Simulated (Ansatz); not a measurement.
**Computed properties of HfC**

HfC:
```yaml
crystal:
  lattice:
    - [4.51552, 0.00000, 0.00000]
    - [0.00000, 4.51552, 0.00000]
    - [0.00000, 0.00000, 4.51552]
  atoms:
    - { symbol: Hf, position: [0.00000, 0.50000, 0.50000] }
    - { symbol: Hf, position: [0.50000, 0.00000, 0.50000] }
    - { symbol: Hf, position: [0.50000, 0.50000, 0.00000] }
    - { symbol: C, position: [0.50000, 0.00000, 0.00000] }
    - { symbol: C, position: [0.00000, 0.50000, 0.00000] }
    - { symbol: C, position: [0.00000, 0.00000, 0.50000] }
```

Space group Pm-3m (No. 221); conventional cell a = 4.516 Å, b = 4.516 Å, c = 4.516 Å, α = 90.00°, β = 90.00°, γ = 90.00°.

Method: DFT-PBEsol in the program Ansatz with PAW potentials. Structure relaxed to zero pressure with the same functional. Other levels are named where they apply.

Cell and energy:

| Item | Result |
|---|---|
| Volume per atom | 15.35 Å³ |
| Density | 10.31 g/cm³ |
| Formation energy from the elements (no fitted shifts) | 0.54 eV/atom |

Electronic structure:

| Item | Result |
|---|---|
| Electronic character | metallic (no gap) |
| Density of states at the Fermi level | 0.90 states/eV per atom (mean over ±0.08 eV) |
| Gap with spin–orbit coupling | none (metallic) |

Mechanics:

| Property | Result |
|---|---|
| Bulk modulus (Birch–Murnaghan fit) | 164 GPa |
| Pressure derivative B′ | 3.6 |
| Elastic constants (relaxed ions, GPa) | C11 = 344, C12 = 74.2, C44 = 30.7 |
| Mechanical stability | stable (all eigenvalues of C positive) |
| Hill bulk and shear moduli | 164 and 58.4 GPa |
| Young's modulus | 157 GPa |
| Poisson's ratio | 0.34 |
| Debye temperature from the elastic constants | 320 K |

Phonons:

| Item | Result |
|---|---|
| Highest zone-centre frequency | 498 cm^-1 |
| Zone-centre stability | no imaginary mode at Γ |

The start of the workflow was typed in or built on a structure type; neither database checked (COD, Materials Project) lists it. It is not the phase usual at ambient conditions (space group No. 225). The cell was relaxed with PBEsol under the symmetry of its start. No spin polarisation was allowed. Its formation energy is positive at this level, so the cell may be metastable or incomplete. As this level gives no gap, shear constants depend on the k-mesh and smearing (Fermi–Dirac, 0.1 eV here). As this level gives no gap, phonon frequencies hold no LO–TO term and depend on the k-mesh and smearing (Fermi–Dirac, 0.1 eV here). The references are the lowest solids computed at this level, not always the standard phases. Spin–orbit coupling is left out wherever it is not named.

Potentials: the earlier of the program's two PAW sets. The files were generated under PBE; for other functionals the program regenerates the frozen cores, and for LDA and PBEsol the local potential too.
